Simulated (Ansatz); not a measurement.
Starting cell, Ca₃PbO (anti-perovskite):

```
CELL_PARAMETERS angstrom
      9.45629     0.00000     0.00000
      4.72814     4.72814     0.00000
      0.00000     0.00000     4.72814
ATOMIC_POSITIONS crystal
  Ca 0.25000 0.00000 0.50000
  Ca 0.75000 0.00000 0.50000
  Ca 0.75000 0.50000 0.50000
  Ca 0.25000 0.50000 0.50000
  Ca 0.00000 0.50000 0.00000
  Ca 0.50000 0.50000 0.00000
  Pb 0.00000 0.00000 0.00000
  Pb 0.50000 0.00000 0.00000
  O  0.00000 0.50000 0.50000
  O  0.50000 0.50000 0.50000
```

The atoms are displaced by Q × the pattern below (from a DFPT mode at M = (0.5, 0.5, 0.0), largest move 1; Q in Å), at fixed cell. (q is in reciprocal vectors of the primitive cell; the cell shown is doubled to hold the pattern.)

| atom | x | y | z |
|---|---|---|---|
| Ca1 | -1.000 | 0.000 | 0.000 |
| Ca2 | 1.000 | 0.000 | 0.000 |
| Ca3 | 0.000 | -1.000 | 0.000 |
| Ca4 | 0.000 | 1.000 | 0.000 |

Atoms not listed stay in place.

The numbers are results of LDA (plane waves to 420 eV, PAW, scalar-relativistic; Ansatz, a first-principles code), not measurements. k mesh 10×10×10 (Γ-centred), Fermi-Dirac smearing 0.05 eV. E stands for the smeared free energy. With partly filled bands, energies and forces of such displacements shift with the k mesh and the smearing. At this level the bands of Ca3PbO touch or barely overlap. Ca3PbO was relaxed with its symmetry unable to fall. Spin-orbit coupling is left out, though Pb is heavy. ΔE is measured from the undisplaced structure.

| Q (Å) | ΔE (meV/cell) |
|---|---|
| -0.280 | 1404 |
| -0.187 | 624 |
| -0.093 | 156 |
| 0.000 | 0 |
| 0.093 | 156 |
| 0.187 | 624 |
| 0.280 | 1404 |

Which DFPT wavenumber at M = (0.5, 0.5, 0.0) belongs to this mode?
A. 74 cm⁻¹
B. 246 cm⁻¹
C. 349 cm⁻¹
D. 165 cm⁻¹

B, 246 cm⁻¹. The curvature of the scan gives 246 cm⁻¹

(A displaced cell: forces are minus the slopes of the energy, force constants its curvatures, and phonons follow from these.)
